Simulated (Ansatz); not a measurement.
One crystal and one scan (energy against volume) at two levels, PBE (plane waves to 420 eV, PAW, scalar-relativistic; Ansatz, an electronic-structure program) and r2SCAN (plane waves to 500 eV, PAW, scalar-relativistic; Ansatz), each from its own relaxed cell and on its own mesh. The cell shown is that of PBE.

Lu (hcp, Mg type)

```yaml
crystal:
  lattice:
    - [3.50708, 0.00000, 0.00000]
    - [-1.75354, 3.03722, 0.00000]
    - [0.00000, 0.00000, 5.46208]
  atoms:
    - { symbol: Lu, position: [0.33333, 0.66667, 0.75000] }
    - { symbol: Lu, position: [0.66667, 0.33333, 0.25000] }
```

This relaxed cell (volume V₀) is scaled evenly in all directions, its shape held. Symmetry pins the atoms to their sites.

E stands for the smeared free energy. Lu is run without spin polarisation. Lu was relaxed with its symmetry unable to fall. With the shape held, the modulus is that of even scaling; a crystal free to change shape is softer. Percentages come from the unrounded values. Both scans cover V/V₀ from 0.900 to 1.100.

Results of PBE:

Lattice constant a (Å): 3.507
Lattice constant c (Å): 5.462
Relaxed volume (Å³/atom): 29.09
Bulk modulus at fixed cell shape B₀ (third-order Birch-Murnaghan fit) (GPa): 46.7

What does r2SCAN give for the same quantities?


| quantity | r2SCAN | PBE − r2SCAN |
|---|---|---|
| Lattice constant a (Å) | 3.504 | +0.003 |
| Lattice constant c (Å) | 5.452 | +0.010 (+0.2 %) |
| Relaxed volume (Å³/atom) | 28.99 | +0.10 (+0.3 %) |
| Bulk modulus at fixed cell shape B₀ (third-order Birch-Murnaghan fit) (GPa) | 46.9 | -0.2 (-0.4 %) |

They agree on: lattice constant a (within 0.2 %); lattice constant c (within 0.2 %); relaxed volume (within 0.6 %); bulk modulus at fixed cell shape B₀ (within 1.5 %). Neither level is exact: the differences show how much the result hangs on the functional.

(Under strain, the slope of the energy per volume gives the stress and its curvature an elastic modulus.)
